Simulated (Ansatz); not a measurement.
TaAl3, in the lowest of the structures calculated here: I4/mmm (No. 139), tI8; a = 3.8291 Å, b = 3.8291 Å, c = 8.5025 Å, α = 90.00°, β = 90.00°, γ = 90.00°; Ta 2a (0.000, 0.000, 0.000); Al 2b (0.000, 0.000, 0.500); Al 4d (0.000, 0.500, 0.250). The numbers are results of PBEsol (plane waves to 420 eV, PAW, scalar-relativistic; Ansatz, a first-principles code), not measurements. Element references, the lowest calculated here: Al (Fm-3m), Ta (Im-3m).

Total energies (eV/atom, σ → 0; comparable only within this code, potentials and settings):

```json
[
 {"phase": "TaAl3 (I4/mmm)", "E (eV/atom)": "-2845.354"},
 {"phase": "Al (Fm-3m)", "E (eV/atom)": "-524.548"},
 {"phase": "Ta (Im-3m)", "E (eV/atom)": "-9806.499"}
]
```

What is the formation energy of this I4/mmm form of TaAl3 from the elements?

E_f = -2845.354 − [1 × (-9806.499) + 3 × (-524.548)] / 4 = -0.32 eV/atom (-1.3 eV per formula unit).

Static energies, no anion corrections, no zero-point energy. Values are rounded to 0.01 eV/atom. Spin-orbit coupling is missing from these energies, which matters for elements this heavy. The compounds carry no spin polarisation.
